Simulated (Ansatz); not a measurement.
ZrC (rock salt)

```xyz
2
Lattice="0.0000 2.3557 2.3557 2.3557 0.0000 2.3557 2.3557 2.3557 0.0000" Properties=species:S:1:pos:R:3 pbc="T T T"
C      0.0000     0.0000     0.0000
Zr     2.3557     2.3557     2.3557
```

The slice is a {100} plane (indices of the conventional cell) through the point (0.500, 0.500, 0.500) (fractional), spanned by u = [100] and v = [0 1 -1] in vectors of this cell: u (3.33 Å) and v (3.33 Å, at 90° to u). It covers one period; positions are fractions (u, v).

These are r2SCAN (plane waves to 500 eV, PAW, scalar-relativistic; Ansatz, an electronic-structure program) values and carry that method's errors. k mesh 17×17×17. Inside the PAW spheres the values are not all-electron values, and peaks at nuclei hang on which shells count as valence. ZrC is run without spin polarisation. ZrC was relaxed with its symmetry unable to fall.

Three fields on this plane, each scaled to ten steps between its own extremes (0 low, 9 high; the total valence density on a logarithmic scale, the potential cut 8 eV below its top; x marks points blanked near nuclei; v = 0 in the bottom row):

Map A
```
|xxxxxxxxxx2000011100002xxxxxxxxx|
|xxxxxxxxxx1000122210001xxxxxxxxx|
|xxxxxxxxxx1001234321001xxxxxxxxx|
|xxxxxxxxx211134666431112xxxxxxxx|
|xxxxxxxxx211357888753112xxxxxxxx|
|xxxxxxxx21235799999753212xxxxxxx|
|xxxxxxx322357xxxxxxx753223xxxxxx|
|xxxxxx22235xxxxxxxxxxx53222xxxxx|
|xxxx221235xxxxxxxxxxxxx532122xxx|
|221111235xxxxxxxxxxxxxxx53211112|
|00001135xxxxxxxxxxxxxxxxx5311000|
|00001357xxxxxxxxxxxxxxxxx7531000|
|0001357xxxxxxxxxxxxxxxxxxx753100|
|0012479xxxxxxxxxxxxxxxxxxx974210|
|1123689xxxxxxxxxxxxxxxxxxx986321|
|1124689xxxxxxxxxxxxxxxxxxx986421|
|1123689xxxxxxxxxxxxxxxxxxx986321|
|0012479xxxxxxxxxxxxxxxxxxx974210|
|0001357xxxxxxxxxxxxxxxxxxx753100|
|00001357xxxxxxxxxxxxxxxxx7531000|
|00001135xxxxxxxxxxxxxxxxx5311000|
|221111235xxxxxxxxxxxxxxx53211112|
|xxxx221235xxxxxxxxxxxxx532122xxx|
|xxxxxx22235xxxxxxxxxxx53222xxxxx|
|xxxxxxx322357xxxxxxx753223xxxxxx|
|xxxxxxxx21235799999753212xxxxxxx|
|xxxxxxxxx211357888753112xxxxxxxx|
|xxxxxxxxx211134666431112xxxxxxxx|
|xxxxxxxxxx1001234321001xxxxxxxxx|
|xxxxxxxxxx1000122210001xxxxxxxxx|
|xxxxxxxxxx2000011100002xxxxxxxxx|
|xxxxxxxxxx2000011100002xxxxxxxxx|
```

Map B
```
|xxxxxxxxxx7421000001247xxxxxxxxx|
|xxxxxxxxxx7421100011247xxxxxxxxx|
|xxxxxxxxxx6432222222346xxxxxxxxx|
|xxxxxxxxx964333333333469xxxxxxxx|
|xxxxxxxxx865444444444568xxxxxxxx|
|xxxxxxxx97666666666666679xxxxxxx|
|xxxxxxx987777xxxxxxx777789xxxxxx|
|xxxxxx98777xxxxxxxxxxx77789xxxxx|
|xxxx987778xxxxxxxxxxxxx877789xxx|
|777666677xxxxxxxxxxxxxxx77666677|
|44444567xxxxxxxxxxxxxxxxx7654444|
|22233467xxxxxxxxxxxxxxxxx7643322|
|0112346xxxxxxxxxxxxxxxxxxx643211|
|0012346xxxxxxxxxxxxxxxxxxx643210|
|0002346xxxxxxxxxxxxxxxxxxx643200|
|0002346xxxxxxxxxxxxxxxxxxx643200|
|0002346xxxxxxxxxxxxxxxxxxx643200|
|0012346xxxxxxxxxxxxxxxxxxx643210|
|0112346xxxxxxxxxxxxxxxxxxx643211|
|22233467xxxxxxxxxxxxxxxxx7643322|
|44444567xxxxxxxxxxxxxxxxx7654444|
|777666677xxxxxxxxxxxxxxx77666677|
|xxxx987778xxxxxxxxxxxxx877789xxx|
|xxxxxx98777xxxxxxxxxxx77789xxxxx|
|xxxxxxx987777xxxxxxx777789xxxxxx|
|xxxxxxxx97666666666666679xxxxxxx|
|xxxxxxxxx865444444444568xxxxxxxx|
|xxxxxxxxx964333333333469xxxxxxxx|
|xxxxxxxxxx6432222222346xxxxxxxxx|
|xxxxxxxxxx7421100011247xxxxxxxxx|
|xxxxxxxxxx7421000001247xxxxxxxxx|
|xxxxxxxxxx7420000000247xxxxxxxxx|
```

Map C
```
|xxxxxxxxxx0036899986300xxxxxxxxx|
|xxxxxxxxxx0146899986410xxxxxxxxx|
|xxxxxxxxxx0257899987520xxxxxxxxx|
|xxxxxxxxx003579999975300xxxxxxxx|
|xxxxxxxxx014689999986410xxxxxxxx|
|xxxxxxxx00357889998875300xxxxxxx|
|xxxxxxx002467xxxxxxx764200xxxxxx|
|xxxxxx00135xxxxxxxxxxx53100xxxxx|
|xxxx000235xxxxxxxxxxxxx532000xxx|
|000001345xxxxxxxxxxxxxxx54310000|
|00123456xxxxxxxxxxxxxxxxx6543210|
|33455677xxxxxxxxxxxxxxxxx7765543|
|6667788xxxxxxxxxxxxxxxxxxx887766|
|7888998xxxxxxxxxxxxxxxxxxx899888|
|8899999xxxxxxxxxxxxxxxxxxx999998|
|9999999xxxxxxxxxxxxxxxxxxx999999|
|8899999xxxxxxxxxxxxxxxxxxx999998|
|7888998xxxxxxxxxxxxxxxxxxx899888|
|6667788xxxxxxxxxxxxxxxxxxx887766|
|33455677xxxxxxxxxxxxxxxxx7765543|
|00123456xxxxxxxxxxxxxxxxx6543210|
|000001345xxxxxxxxxxxxxxx54310000|
|xxxx000235xxxxxxxxxxxxx532000xxx|
|xxxxxx00135xxxxxxxxxxx53100xxxxx|
|xxxxxxx002467xxxxxxx764200xxxxxx|
|xxxxxxxx00357889998875300xxxxxxx|
|xxxxxxxxx014689999986410xxxxxxxx|
|xxxxxxxxx003579999975300xxxxxxxx|
|xxxxxxxxxx0257899987520xxxxxxxxx|
|xxxxxxxxxx0146899986410xxxxxxxxx|
|xxxxxxxxxx0036899986300xxxxxxxxx|
|xxxxxxxxxx0036789876300xxxxxxxxx|
```

### Question
Assign the maps to these fields: electron localisation function (ELF); valence electron density; electrostatic potential energy of an electron, from the cell's mean.

### Answer
A is the electron localisation function (ELF); B is the valence electron density; C is the electrostatic potential energy of an electron, from the cell's mean.
